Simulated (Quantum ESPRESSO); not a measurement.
Al2ZnGeN4 (made-up cell) (calculated)

Calculation on a made-up crystal cell, not a measurement, the moved input of one more run found from cubic fits through the family: the fits match the computed values on one interval only; periodic Kohn-Sham density functional theory in plane waves with PseudoDojo standard norm-conserving scalar-relativistic pseudopotentials, each functional with its own files (v0.5 for PBE, v0.4.1 for LDA and PBEsol), no spin polarisation, no spin-orbit coupling, atoms not relaxed, stress positive in tension, energies less a fixed whole-eV offset for each atom's element; levels are Kohn-Sham levels at fractions of this cell's reciprocal vectors, counted from the reference band (half the neutral cell's valence electrons, rounded up) at Gamma; error bars cover cutoff and k-mesh only, not smearing or the files; added strain carries the atoms with the cell, and shear is the tensor component; each bar is the largest change over components, and at least 0.002 eV, 0.002 eV per angstrom or 0.02 GPa; energies are for the whole cell, and the offsets were chosen from early runs and are not element reference energies. Program: Quantum ESPRESSO 7.5.

### Al2ZnGeN4 (made-up cell)

Reference structure:
```cif
# cell vector a (Å): 3.2248 0.0142 -0.0186
# cell vector b (Å): 0.0246 5.5891 -0.0125
# cell vector c (Å): -0.0304 -0.0118 5.1408
data_Al2ZnGeN4
_symmetry_space_group_name_H-M 'P 1'
_symmetry_Int_Tables_number 1
_cell_length_a 3.2249
_cell_length_b 5.5892
_cell_length_c 5.1409
_cell_angle_alpha 90.261
_cell_angle_beta 90.670
_cell_angle_gamma 89.495
_cell_volume 92.65
loop_
_atom_site_label
_atom_site_type_symbol
_atom_site_fract_x
_atom_site_fract_y
_atom_site_fract_z
_atom_site_occupancy
Zn1 Zn 0.00995 0.99563 0.99954 1
Al1 Al 0.48888 0.49996 0.00427 1
Al2 Al 0.50779 0.16514 0.49955 1
Ge1 Ge 0.99240 0.66433 0.50760 1
N1 N 0.00728 0.98905 0.37247 1
N2 N 0.49480 0.49817 0.37499 1
N3 N 0.49971 0.15953 0.87496 1
N4 N 0.99997 0.66909 0.87363 1
```

- lattice type: wurtzite
- functional: pbe
- cutoff: 1143 eV
- fermi dirac smearing: 0.1 eV
- scf tolerance: 1e-07 eV
- electrons removed: 0
- moved input: shift of site 6 along x
- moved input in the structure shown: 0.0098 Å
- further run fx on site 6: -0.653 eV/Å
- further run fx on site 4: 0.653 eV/Å
- further run stress xy: 0.25 GPa
- further run stress xz: -1.34 GPa
- k mesh: 7 x 6 x 6, shifted by half a step
- structure shown: one run of the family, not the further run
- moved input of the further run: ?

Atoms:
```tsv
atoms element	atom site	atom energy offset (eV)
Zn	1	-5687
Al	2	-64
Al	3	-64
Ge	4	-2430
N	5	-283
N	6	-283
N	7	-283
N	8	-283
```

Family:
```tsv
moved input (Å)	fx on site 6 (eV/Å)	fx on site 4 (eV/Å)	stress xy (GPa)	stress xz (GPa)
-0.0952	1.183	-0.526	1.94	-0.48
-0.0488	0.668	-0.194	1.47	-0.73
-0.0242	0.401	-0.023	1.22	-0.85
0.0098	0.036	0.211	0.89	-1.02
0.1254	-1.239	1.035	-0.31	-1.63
0.162	-1.674	1.325	-0.75	-1.85
```

Question: Al2ZnGeN4 (made-up cell): moved input of the further run?
Answer: 0.0734 Å

Further results for Al2ZnGeN4 (made-up cell):

- interval low: 0.06967 Å
- interval high: 0.07712 Å
- energy against integrated force or stress: 8.381e-06 eV
- error bar energy: 0.003554 eV
- error bar stress: 0.0317 GPa
- error bar force: 0.0141 eV/Å
